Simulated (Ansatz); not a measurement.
InP:
```cif
data_In3P3
_chemical_formula_sum 'In3 P3'
_space_group_name_H-M_alt 'P 1'
_space_group_IT_number 1
_cell_length_a 4.13822
_cell_length_b 4.13822
_cell_length_c 9.35104
_cell_angle_alpha 90.000
_cell_angle_beta 90.000
_cell_angle_gamma 120.000
loop_
_space_group_symop_operation_xyz
  'x, y, z'
loop_
_atom_site_label
_atom_site_type_symbol
_atom_site_fract_x
_atom_site_fract_y
_atom_site_fract_z
_atom_site_occupancy
In1 In 0.00000 0.50000 0.33333 1
In2 In 0.50000 0.50000 0.66667 1
In3 In 0.50000 0.00000 0.00000 1
P1 P 0.00000 0.50000 0.83333 1
P2 P 0.50000 0.50000 0.16667 1
P3 P 0.50000 0.00000 0.50000 1
```

Relaxed with r²SCAN. 

Q: HSE06 on this cell (Ansatz, a first-principles code, PAW) gives a gap of 0.66 eV. What does r²SCAN give?

A: 0.42 eV.

Cost on shared cores: the r²SCAN run (SCF on a 8×8×3 mesh, then bands and DOS) very roughly 50 core-seconds, the HSE06 run (SCF on 5×5×2, then a few points) very roughly 90 core-seconds; the tasks are unlike.

Space group P6_422. The start of the workflow was typed in or built on a structure type; neither database checked (COD, Materials Project) lists it. It is not the phase usual at ambient conditions (space group No. 216). The cell was relaxed with r²SCAN under the symmetry of its start; its stability against distortions is not shown here. Spin–orbit coupling is left out wherever it is not named.

Potentials: the later of the program's two PAW sets.

Ansatz is a plane-wave DFT program.
